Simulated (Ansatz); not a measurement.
The cell below belongs to a search over invented structures; it isn't taken from experiment.

Input and command of a plane-wave DFT calculation in Ansatz:

```yaml
crystal:
  lattice:
    - [2.3782711182, -4.215380962, -0.0487257605]
    - [-7.423952192, -4.3823153476, 0.0050322867]
    - [0.0469498768, -0.0711698135, -8.5605562096]
  atoms:
    - { symbol: Rb, position: [0.0385670355, 0.6562294596, 0.6425887053] }
    - { symbol: Rb, position: [0.4752666721, 0.1883176672, 0.6518289301] }
    - { symbol: Rb, position: [0.4735712556, 0.8556509969, 0.3647923741] }
    - { symbol: Rb, position: [1.0099232871, 0.3366206234, 0.3653724024] }
    - { symbol: Ba, position: [0.4871823933, 0.4917851784, -0.0249494852] }
    - { symbol: Ba, position: [-0.0119733521, -0.0187720489, 0.0005071465] }
    - { symbol: S, position: [-0.0432289618, 0.6748765353, 0.2146100906] }
    - { symbol: S, position: [0.4676754843, 0.1495390743, 0.1872538844] }
    - { symbol: S, position: [0.5588440078, 0.8499570235, 0.7849567087] }
    - { symbol: S, position: [1.044172178, 0.3157954902, 0.813039243] }
basis:
  ecutwfc: 420
kpoints:
  mp_grid: { grid: [4, 2, 2] }
hamiltonian:
  xc: pbe
scf:
  occupations: { method: gaussian, width: 0.1 }
  lower_state_search: "off"
output:
  forces: true
  stress: true
  eigenvalues: true
relax:
  adjacent_minimum: "off"
  f_tol: 0.025
  max_steps: 60
  cell: { stress_tol: 0.25 }
```

```bash
ansatz run input.yaml --threads 1 --pin off --max-ram 2560MiB --backend cpu --events-out ev --progress --plain --runs-dir out
```

Processor: Arm Neoverse V1, 1 thread, on a host shared with other jobs.

Estimate time, memory and problem size.

About 100 s, peak memory 0.56 GiB. It solves 50 bands at 12 k points (after reduction by symmetry) with about 7063 plane waves (on the last cell), in 30 SCF iterations over 5 ionic steps.
